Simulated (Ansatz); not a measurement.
NiGe2:
```yaml
crystal:
  lattice:
    - [-2.94386, 2.94386, 2.57457]
    - [2.94386, -2.94386, 2.57457]
    - [2.94386, 2.94386, -2.57457]
  atoms:
    - { symbol: Ge, position: [0.65912, 0.15912, 0.81824] }
    - { symbol: Ge, position: [0.84088, 0.65912, 0.50000] }
    - { symbol: Ge, position: [0.15912, 0.34088, 0.50000] }
    - { symbol: Ge, position: [0.34088, 0.84088, 0.18176] }
    - { symbol: Ni, position: [0.25000, 0.25000, 0.00000] }
    - { symbol: Ni, position: [0.75000, 0.75000, 0.00000] }
```

Relaxed with PBE. Special points in fractions of this cell's reciprocal vectors: Γ (0.000, 0.000, 0.000); X (0.000, 0.000, 0.500); M (-0.500, 0.500, 0.500); Z (0.441, 0.441, -0.441); Z0 (-0.441, 0.559, 0.441); P (0.250, 0.250, 0.250); N (0.000, 0.500, 0.000).

Question: List the band energies nearest the Fermi level at these points for DFT-PBE in the program Ansatz with PAW potentials.

Answer: In eV from the Fermi level; about four levels below and three above (degenerate sets whole), none deeper than 8.9 eV; points with the same levels are listed once.

```
k                    below                above
-  -----------------------  -------------------
Γ  -0.41 -0.41 -0.34 -0.07  2.52 4.93 5.23 5.23
X  -2.04 -2.03 -1.63 -1.54       0.02 0.07 0.61
M  -1.62 -1.62 -0.59 -0.53       0.83 2.28 2.28
Z  -1.65 -1.65 -0.58 -0.54       0.57 1.27 1.27
P  -2.28 -2.28 -1.34 -1.34  0.10 0.10 0.72 0.72
N  -1.59 -1.59 -0.31 -0.31  1.14 1.14 2.80 2.80
```

Space group I4/mcm. The cell is a constructed one: a structure type filled with these elements; neither database checked (COD, Materials Project) lists it. Whether it is the stable phase at ambient conditions was not checked. The PBE relaxation kept the symmetry of its start; its stability against distortions is not shown here. The workflow began spin-polarised and lost its moments. Scalar-relativistic: spin–orbit coupling is off unless named, which matters more the heavier the elements.

Potentials: the later of the program's two PAW sets.
